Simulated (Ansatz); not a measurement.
In PBEsol in the plane-wave PAW code Ansatz, V2O3 in the corundum structure (R-3c) relaxes to a = 4.774 Å, c = 14.233 Å. V has 6 nearest neighbours from 1.95 Å (octahedral). Its formation energy from the elements is -2.33 eV/atom, with no fitted shifts.

Electronic character: metallic (no gap). The magnetic state found is ferromagnetic. The net moment is 0.44 μB per atom.

The bulk modulus is 249 GPa. Bader charges are V +1.78, O -1.19 e.

Symmetry was held in the PBEsol relaxation. Spin order of the final state: ferromagnetic, chosen from 5 collinear starts compared on coarse meshes (ties went to the first, and starts can fall back to one state), not a proven ground state. No Hubbard U is applied. The compound may be a true metal, but semilocal functionals without U, or a wrong spin order, can also close a gap. The references are the lowest solids computed at this level, not always the standard phases (solids in place of the gases).

Potentials: the later of the program's two PAW sets.
